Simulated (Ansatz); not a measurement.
MoW:
```
MoW
1.0
    1.29272    -5.30581     0.00000
    1.29272     5.30581     0.00000
    0.00000     0.00000     4.68719
W Mo
2 2
Direct
  0.67929   0.32071   0.25000
  0.32071   0.67929   0.75000
  0.93110   0.06890   0.25000
  0.06890   0.93110   0.75000
```

Relaxed with r²SCAN.

Problem. Tabulate the valence density and the electron localisation function along the shortest W–Mo contact (2.67 Å), r²SCAN (plane waves, PAW; program Ansatz).

Solution. 

| distance from W (Å) | density (e/Å³) | ELF |
|---|---|---|
| 0.27 | 5.03 | 0.27 |
| 0.40 | 5.34 | 0.58 |
| 0.53 | 4.57 | 0.72 |
| 0.67 | 3.17 | 0.72 |
| 0.80 | 1.86 | 0.60 |
| 0.94 | 1.02 | 0.43 |
| 1.07 | 0.63 | 0.34 |
| 1.20 | 0.49 | 0.36 |
| 1.34 | 0.45 | 0.37 |
| 1.47 | 0.48 | 0.32 |
| 1.60 | 0.60 | 0.30 |
| 1.74 | 0.96 | 0.41 |
| 1.87 | 1.78 | 0.59 |
| 2.00 | 3.14 | 0.73 |
| 2.14 | 4.75 | 0.76 |
| 2.27 | 6.03 | 0.71 |
| 2.40 | 6.54 | 0.55 |

The density is the valence pseudo-density with augmentation charge, so density and ELF within about 1 Å of a nucleus are not all-electron values.

Space group Cmcm. The start of the workflow was typed in or built on a structure type; neither database checked (COD, Materials Project) lists it. Its standing as an ambient phase is unchecked. The r²SCAN relaxation kept the symmetry of its start; whether a distortion lowers the energy is not shown. The run is not spin-polarised. Its formation energy is positive at this level, so the cell may be metastable or incomplete. Scalar-relativistic: spin–orbit coupling is off unless named, which matters more the heavier the elements.

Potentials: the later of the program's two PAW sets.
